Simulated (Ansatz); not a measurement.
# CaO with Ni replacing Ca: gradients before and after relaxing the atoms

Start: a supercell of CaO (rock salt type, Fm-3m) built from a computed structure from the Materials Project (it need not be an observed phase), with all atoms left at the host's positions.

Space group Fm-3m (No. 225); a = 14.4213 Å.

| site | Wyckoff | site symmetry | x | y | z |
| --- | --- | --- | --- | --- | --- |
| Ni | 4a | m-3m | 0.0000 | 0.0000 | 0.0000 |
| Ca2 | 48h | m.m2 | 0.1667 | 0.1667 | 0.0000 |
| Ca5 | 32f | .3m | 0.3333 | 0.1667 | 0.1667 |
| Ca15 | 24e | 4m.m | 0.5000 | 0.5000 | 0.3333 |
| O28 | 32f | .3m | 0.1667 | 0.1667 | 0.1667 |
| O30 | 24e | 4m.m | 0.5000 | 0.5000 | 0.1667 |
| O32 | 48i | m.m2 | 0.5000 | 0.3333 | 0.3333 |
| O41 | 4b | m-3m | 0.5000 | 0.5000 | 0.5000 |

One atom of each set is listed; the run and its k-mesh use a cell of 54 atoms with edges of 10.20, 10.20, 10.20 Å.

All values are calculated (Ansatz; DFT, PBE, plane waves and PAW, scalar-relativistic, collinear spin, 420 eV cutoff, Γ-centred 2×2×2 k-points, Fermi–Dirac smearing 0.01 eV), not measured. Start moments as typed (μB): 2 on each Ni, none on the rest.

The largest force at the start is 0.39 eV/Å. Relaxing the ions at fixed cell moves them by 0.078 Å at most (atom 52, O) and 0.032 Å rms.

| site | moved (Å) | first shell before | first shell after | V_zz before (10²¹ V/m²) | η before |
| --- | --- | --- | --- | --- | --- |
| Ni | 0.000 | 6 O at 2.40 Å | 6 O at 2.33 Å | 0.00 | – |
| Ca2 | 0.038 | 6 O at 2.40 Å | 6 O at 2.38–2.44 Å | 0.17 | 0.75 |
| Ca15 | 0.001 | 6 O at 2.40 Å | 6 O at 2.40–2.48 Å | 0.55 | 0.00 |
| O28 | 0.005 | 6 Ca at 2.40 Å | 6 Ca at 2.40–2.41 Å | -0.14 | 0.00 |
| O30 | 0.078 | 5 Ca at 2.40 Å, 1 Ni at 2.40 Å | 1 Ni at 2.33 Å, 5 Ca at 2.38–2.48 Å | 5.27 | 0.00 |
| O32 | 0.010 | 6 Ca at 2.40 Å | 6 Ca at 2.40–2.44 Å | -0.040 | 0.84 |

(1) How do the gradients change?

Answers

(1) 

```tsv
site	V_zz after	η after	change of V_zz
Ni	0.00	–	0.00
Ca2	0.58	0.53	+0.41
Ca15	1.43	0.00	+0.88
O28	-0.073	0.00	+0.06
O30	5.28	0.00	+0.01
O32	0.31	0.44	–
```

The largest change of V_zz along a kept axis is on Ca15, from 0.55 to 1.43. In per cent, |V_zz| changes by +160 on Ca, 0 on O (all sites that start above 0.5). Where |V_zz| stays above 0.1 and the axes keep their order, η moves most on Ca2, from 0.75 to 0.53. On O32 the largest principal value lies along another axis in the second run, so the two V_zz can't be compared directly. Other sites with |V_zz| of 0.02 or less aren't listed.

The defect repeats with the cell of 54 atoms, so it feels its images: sites between two images don't show the values beside a lone defect, and zeros or small values of η there can come from the images' arrangement.
Before: The neighbours have not yet relaxed around the defect (largest force 0.39 eV/Å), so a real crystal will differ.
After: The relaxation keeps the site symmetry m-3m of the start, so the impurity can't leave its site; a start off the site could end lower.
